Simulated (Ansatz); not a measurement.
## A run on TeAs2 that went wrong

The input below was meant for crystalline TeAs2, with PBEsol, plane waves and PAW in Ansatz.

```yaml
crystal:
  lattice:
    - [-3.556454, 3.556454, 2.940516]
    - [3.556454, -3.556454, 2.940516]
    - [3.556454, 3.556454, -2.940516]
  atoms:
    - { symbol: Te, position: [0.75, 0.25, 0.5] }
    - { symbol: Te, position: [0.0, 0.0, 0.0] }
    - { symbol: As, position: [0.375, 0.625, 0.25] }
    - { symbol: As, position: [0.375, 0.125, 0.75] }
    - { symbol: As, position: [0.375, 0.625, 0.75] }
    - { symbol: As, position: [0.875, 0.625, 0.25] }
basis:
  ecutwfc: 420
kpoints:
  mp_grid: { grid: [8, 8, 8] }
hamiltonian:
  xc: pbesol
scf:
  occupations: { method: gaussian, width: 0.1 }
  max_iter: 12
  convergence: { dr2_threshold: "1e-19 eV" }
output:
  forces: true
  stress: true
  eigenvalues: true
```

Command:

```bash
ansatz run input.yaml --threads 1 --pin off --max-ram 2560MiB --backend cpu --events-out ev --progress --plain --runs-dir out
```

From the log (HF is the Harris–Foulkes energy, dr2 the density residual in eV):

```text
Pseudopotential: Te, paw, valence charge 16, recommended cutoff 420 eV (normal)
Pseudopotential: As, paw, valence charge 15, recommended cutoff 420 eV (normal)
Crystal: 6 atoms, lattice volume = 148.771 Å³
Basis set: ecut = 420 eV, 2893 PW (Γ), exchange–correlation on 80×80×80 points (8 copies of the dense FFT grid, shifted against one another)
Bands: 56, of which v1, the nominal top of the filled ones, is band 46 counted from 1 (45 counted from 0)
Symmetry: 16 space group operations
Space group: I41/amd (ITA 141), of the structure as read, at distance tolerance 5.3e-5 Å
k-points: 59 of 512
PAW frozen core: Te, regenerated for the run's functional, and the local potential with it (the file was generated under x = pbe(κ = 0.804, μ = 0.2195), c = pbe(β = 0.0667))
PAW frozen core: As, regenerated for the run's functional, and the local potential with it (the file was generated under x = pbe(κ = 0.804, μ = 0.2195), c = pbe(β = 0.0667))
Initial density: superposition of atomic densities, corrected by the library's trained network
SCF iter   1: HF=-33053.954615 eV  Δρ=2.38e-3  dr2=1.06e-2
SCF iter   2: HF=-33053.949717 eV  Δρ=1.60e-3  dr2=4.80e-3
SCF iter   3: HF=-33053.948835 eV  Δρ=4.68e-4  dr2=3.55e-4
SCF iter   4: HF=-33053.948593 eV  Δρ=1.74e-4  dr2=8.31e-5
   ...
SCF iter  10: HF=-33053.948570 eV  Δρ=1.01e-7  dr2=2.02e-11
SCF iter  11: HF=-33053.948570 eV  Δρ=1.51e-8  dr2=3.98e-13
SCF iter  12: HF=-33053.948570 eV  Δρ=3.10e-9  dr2=1.49e-14
Error: did not converge after 12 iterations: dr2 = 1.49e-14 (threshold 1.00e-19), under the density mixer `msr1`, which `scf.mixing.algorithm: auto` chose by the deck's other keys (type `scf.mixing.algorithm: msr1` to keep it); raise `scf.max_iter`, which need not help a stalled SCF …
```

**Question.** What is the cause?
A. One k-point for a metal
B. An SCF threshold too tight for the iterations allowed
C. A cutoff far under the potentials' need
D. Fixed occupations on a metal
E. Lattice vectors converted from bohr twice

**Answer.** B. The residual can't fall so far within the iterations allowed. The cure is the default threshold.

Mended input, as a difference:

```diff
 scf:
-  max_iter: 12
-  convergence: { dr2_threshold: "1e-19 eV" }
```

The mended run converges, with a pressure of -3.78 GPa, no gap.

The mended run took 21 s on 1 thread of Oxide Virtual Turin-like Processor (Zen 5), with other jobs on the host, peak memory 0.66 GiB.